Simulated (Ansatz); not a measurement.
Starting cell, LiNbO$_{2}$ (space group P6_3/mmc):

```xyz
8
Lattice="2.8704 0.0000 0.0000 -1.4352 2.4858 0.0000 0.0000 0.0000 10.2253" Properties=species:S:1:pos:R:3 pbc="T T T"
Li     0.0000     0.0000     0.0000
Li     0.0000     0.0000     5.1127
Nb     0.0000     1.6572     7.6690
Nb     1.4352     0.8286     2.5563
O      0.0000     1.6572     1.2499
O      1.4352     0.8286     8.9754
O      1.4352     0.8286     6.3626
O      0.0000     1.6572     3.8628
```

The atoms are displaced by Q × the pattern below (from a DFPT mode at Γ, largest move 1; Q in Å), at fixed cell.

```csv
atom,x,y,z
Li1,0.000,0.000,1.000
Li2,0.000,0.000,-1.000
O5,0.000,0.000,-0.657
O6,0.000,0.000,-0.657
O7,0.000,0.000,0.657
O8,0.000,0.000,0.657
```

Atoms not listed stay in place.

Level of theory: LDA (plane waves to 420 eV, PAW, scalar-relativistic; Ansatz, a quantum-chemistry and plane-wave program). k mesh 13×13×4 (Γ-centred), Fermi-Dirac smearing 0.05 eV. The energy includes the smearing's −TS. As the smearing reaches across the gap at some points, energies and forces of such displacements shift with the k mesh and the smearing. LiNbO2 is run without spin polarisation and with no Hubbard U. LiNbO2 was relaxed with its symmetry unable to fall. The zero of ΔE is the undisplaced structure.

The scan covers Q from -0.280 to 0.280 Å in 13 points.

### Question
Is this a single well or a double well?

### Answer
A single well with its minimum at or next to zero displacement.

### Question
Which space group does the distorted structure have?

### Answer
P-6m2 (No. 187), lowered from P6_3/mmc.

### Question
Is the energy the same for equal positive and negative displacements?

### Answer
Even: the same for both signs.

### Question
What is the energy change at Q = 0.280 Å?

### Answer
1919 meV/cell.

### Question
What harmonic wavenumber does the curvature at Q = 0 give?

### Answer
707 cm⁻¹.

(For displaced atoms, the force is minus the slope of the energy, and its curvature is a force constant, which sets phonon frequencies.)
